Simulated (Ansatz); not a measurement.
All-electron LAPW in Ansatz 0.2.0 under PBE, scalar-relativistic, energies extrapolated to zero smearing. Slabs are 1×1 cells cut from bulk crystals relaxed on PAW files, with atoms then relaxed, 16 to 20 Å of vacuum, a dipole correction, k spacings of 0.16 to 0.26 Å⁻¹ and smearing of 0.02 to 0.1 eV, without spin–orbit coupling or spin polarisation. The bulk type named needn't be the stable one, and no reconstruction is allowed.

| slab | area (Å²) | γ (J/m²) | Φ (eV) | Δd12 (%) |
| --- | --- | --- | --- | --- |
| bcc Ta (110), 3 layers | 7.79 | 2.38 | ? | -3.4 |
| bcc Ta (110), 6 layers | 7.79 | 2.37 | 4.72 | -4.4 |
| bcc Ta (100), 3 layers | 11.02 | 2.49 | 3.72 | -13.4 |
| bcc Ta (111), 6 layers | 19.09 | 2.71 | 3.68 | -23.1 |
| bcc Ta (111), 5 layers | 19.09 | 2.74 | 3.71 | -16.0 |
| bcc Ta (100), 6 layers | 11.02 | 2.48 | ? | -12.1 |

Task: What belongs in the row "bcc Ta (100), 6 layers", column "Φ (eV)"?

Result: 3.77.

Task: What belongs in the row "bcc Ta (110), 3 layers", column "Φ (eV)"?

Result: 4.76.
